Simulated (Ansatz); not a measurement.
This run works on a generated trial structure, not on a known crystal.

Input and command of a plane-wave DFT calculation in Ansatz:

```yaml
crystal:
  lattice:
    - [0.0, 4.38862879, 4.38862879]
    - [4.38862879, 0.0, 4.38862879]
    - [4.38862879, 4.38862879, 0.0]
  atoms:
    - { symbol: Na, position: [0.375, 0.375, 0.875] }
    - { symbol: Na, position: [0.875, 0.375, 0.375] }
    - { symbol: Na, position: [0.375, 0.375, 0.375] }
    - { symbol: Na, position: [0.375, 0.875, 0.375] }
    - { symbol: Al, position: [0.0, 0.0, 0.0] }
    - { symbol: P, position: [0.75, 0.75, 0.75] }
    - { symbol: S, position: [0.87210021, 0.87210021, 0.38369936] }
    - { symbol: S, position: [0.38369936, 0.87210021, 0.87210021] }
    - { symbol: S, position: [0.87210021, 0.87210021, 0.87210021] }
    - { symbol: S, position: [0.87210021, 0.38369936, 0.87210021] }
basis:
  ecutwfc: 420
kpoints:
  mp_grid: { grid: [4, 4, 4] }
hamiltonian:
  xc: pbe
scf:
  occupations: { method: gaussian, width: 0.1 }
  lower_state_search: "off"
output:
  forces: true
  stress: true
  eigenvalues: true
relax:
  adjacent_minimum: "off"
  f_tol: 0.04
  max_steps: 70
  cell: { stress_tol: 0.4 }
```

```bash
ansatz run input.yaml --threads 1 --pin off --max-ram 2560MiB --backend cpu --events-out ev --progress --plain --runs-dir out
```

Processor: Arm Neoverse N1, 1 thread, on a host shared with other jobs.

**Question.** How long does it run, and how much memory does it take?

**Answer.** About 97 s, peak memory 0.47 GiB. It solves 44 bands at 8 k points (after reduction by symmetry) with about 5577 plane waves (on the last cell), in 56 SCF iterations over 8 ionic steps.
